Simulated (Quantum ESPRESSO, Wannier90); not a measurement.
## Ge (P6₃/mmc, model phase), plane waves to Wannier functions

Cell from Materials Project (mp-1007760), symmetrised, no further relaxation. This isn't the element's usual structure (diamond); take it as a model of another phase. Method: PBEsol plane waves in Quantum ESPRESSO 7.5 (PseudoDojo norm-conserving files, 63 Ry, spinors with spin-orbit coupling), Bloch states on a 6×6×4 mesh through Γ, Wannier90 4.0.1. Density: 12×12×6 mesh, cold smearing 0.01 Ry.

```
begin unit_cell_cart
ang
    3.9975897861    0.0000000000    0.0000000000
   -1.9987948931    3.4620143087    0.0000000000
    0.0000000000    0.0000000000    6.5993800000
end unit_cell_cart
mp_grid = 6 6 4
```

### Question
Which shells of neighbouring k-points and which b-vectors and weights does Wannier90 pick for this cell and mesh?

### Answer
```
 *---------------------------------- K-MESH ----------------------------------*
 +----------------------------------------------------------------------------+
 |                    Distance to Nearest-Neighbour Shells                    |
 |                    ------------------------------------                    |
 |          Shell             Distance (Ang^-1)          Multiplicity         |
 |          -----             -----------------          ------------         |
 |             1                   0.238022                      2            |
 |             2                   0.302482                      6            |
 |             3                   0.384902                     12            |
 |             4                   0.476044                      2            |
 |             5                   0.523914                      6            |
 |             6                   0.564015                     12            |
 |             7                   0.575448                     12            |
 |             8                   0.604964                      6            |
       ... (lines left out)
 +----------------------------------------------------------------------------+
 | The b-vectors are chosen automatically                                     |
 | The following shells are used:                       1,  2                 |
 +----------------------------------------------------------------------------+
 |                        Shell   # Nearest-Neighbours                        |
 |                        -----   --------------------                        |
 |                          1               2                                 |
 |                          2               6                                 |
 +----------------------------------------------------------------------------+
 | Completeness relation is fully satisfied [Eq. (B1), PRB 56, 12847 (1997)]  |
 +----------------------------------------------------------------------------+
 |                  b_k Vectors (Ang^-1) and Weights (Ang^2)                  |
 |                  ----------------------------------------                  |
 |            No.         b_k(x)      b_k(y)      b_k(z)        w_b           |
 |            ---        --------------------------------     --------        |
 |             1         0.000000    0.000000    0.238022     8.825443        |
 |             2         0.000000    0.000000   -0.238022     8.825443        |
 |             3         0.000000    0.302482    0.000000     3.643168        |
 |             4         0.261957    0.151241    0.000000     3.643168        |
 |             5         0.000000   -0.302482    0.000000     3.643168        |
 |             6         0.261957   -0.151241    0.000000     3.643168        |
 |             7        -0.261957   -0.151241    0.000000     3.643168        |
 |             8        -0.261957    0.151241    0.000000     3.643168        |
```
